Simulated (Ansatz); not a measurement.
## A plane-wave run on CaGa₂Au₂

input.yaml (Ansatz 0.2.0)

```yaml
crystal:
  lattice:
    - [2.10011, 3.637497, 0.0]
    - [-2.10011, 3.637497, 0.0]
    - [0.0, 0.0, 6.904782]
  atoms:
    - { symbol: Au, position: [0.3333, 0.3334, 0.6369] }
    - { symbol: Au, position: [0.6667, 0.6666, 0.3631] }
    - { symbol: Ca, position: [0.0, 0.0, 0.0] }
    - { symbol: Ga, position: [0.3333, 0.3334, 0.2405] }
    - { symbol: Ga, position: [0.6667, 0.6666, 0.7595] }
  symmetry: { tolerance: 0.0003 }
kpoints:
  mp_grid: { grid: [9, 9, 5], shift: [0, 0, 0] }
  band_path:
    path:
      - [0.0, 0.0, 0.0]
      - [0.49999999, 0.5, 0.0]
      - [0.33333333, 0.66666667, 0.0]
      - [0.0, 0.0, 0.0]
      - [0.0, 0.0, 0.5]
      - [0.49999999, 0.5, 0.5]
      - [0.33333333, 0.66666667, 0.5]
      - [0.0, 0.0, 0.5]
      - [0.49999999, 0.5, 0.5]
      - [0.49999999, 0.5, 0.0]
      - [0.33333333, 0.66666667, 0.5]
    npoints: 6
magnetization:
  spin_polarized: false
scf:
  occupations: { method: fermi_dirac }
  lower_state_search: "off"
  max_iter: 200
hamiltonian:
  pseudopotentials: { kind: paw }
  xc: r2scan
basis:
  ecutwfc: 500
  fft_grid_basis: typed
output:
  forces: true
  stress: true
  eigenvalues: true
  bader: true
  populations: true
  elf: true
  write_potential: true
  volumetric_format: npy
  dos:
    e_range: [-12, 8]
    de: 0.05
    projected: { site_lists: { Au: [Au], Ca: [Ca], Ga: [Ga] } }
checkpoint:
  read: saved_state
```

The run starts from an earlier solution of this cell. 

Output (shortened):

```
SCF iter   1: F=-35730.9754 eV  Δρ=1.47e-3  dr2=7.17e-4  dr2_τ=9.35e-4
SCF iter   2: F=-35730.9758 eV  Δρ=4.31e-4  dr2=1.53e-4  dr2_τ=1.58e-5
SCF iter   3: F=-35730.9759 eV  Δρ=1.98e-4  dr2=4.05e-5  dr2_τ=5.40e-6
SCF iter   4: F=-35730.9759 eV  Δρ=5.68e-5  dr2=4.60e-6  dr2_τ=1.44e-7
SCF iter   5: F=-35730.9759 eV  Δρ=2.01e-5  dr2=3.90e-7  dr2_τ=3.42e-8
SCF iter   6: F=-35730.9759 eV  Δρ=6.30e-6  dr2=2.54e-8  dr2_τ=7.04e-9
Free energy (F): -35730.9759 eV
Harris-Foulkes:  -35730.9759 eV  (|F-HF|=3.31e-8)
Internal energy: -35730.9144 eV  (E = F + TS)
E sigma→0 (E₀):  -35730.9452 eV
Entropy (-TS):   -0.0615 eV (-12.299 meV/atom)
Fermi energy:    11.8496 eV
--- Forces (eV/Å), atoms counted from 1 ---
  atom   1  Au     0.0000     0.0000    -0.0192
  atom   2  Au     0.0000     0.0000     0.0192
  atom   3  Ca     0.0000     0.0000     0.0000
  atom   4  Ga     0.0000     0.0000     1.1426
  atom   5  Ga     0.0000     0.0000    -1.1426
--- Stress (GPa, compression-positive) ---
        2.2212       0.0000       0.0000
        0.0000       2.2212       0.0000
        0.0000       0.0000      -0.1176
  P = ⅓ Tr σ = 1.4416 GPa (14.416 kbar)
--- Bader charges: 5 sites ---
  site symbol  charge [e]  shift [e]
     0     Au     -0.7669     0.0004
     1     Au     -0.7669     0.0004
     2     Ca      1.3616     0.0000
     3     Ga      0.0862     0.0004
     4     Ga      0.0862     0.0004
```

Origin: a known structure type with other elements, at an estimated volume, so it need not be a known compound.
